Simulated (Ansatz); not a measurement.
Consider the following.

TaSi2:
Space group P6₂22 (No. 180); a = b = 4.732 Å, c = 6.518 Å, α = β = 90.00°, γ = 120.00°

```csv
atom,site,symmetry,x,y,z
Si,6j,..2,0.3188,0.1594,0.1667
Ta,3d,222,0.5000,0.0000,0.5000
```

This is the LDA-relaxed structure.

Task: All from the program Ansatz at the LDA level (PAW), unless another level is named. Give the electronic character.

Result: metallic (no gap).

Task: Give the density of states at the Fermi level.

Result: 0.36 states/eV per atom (mean over ±0.08 eV).

Task: Next, the formation energy from the elements (no fitted shifts)?

Result: -0.57 eV/atom.

Space group P6_222. Symmetry was held in the LDA relaxation. The run is not spin-polarised. The references are the lowest solids computed at this level, not always the standard phases. Spin–orbit coupling is left out wherever it is not named.

Potentials: the later of the program's two PAW sets.
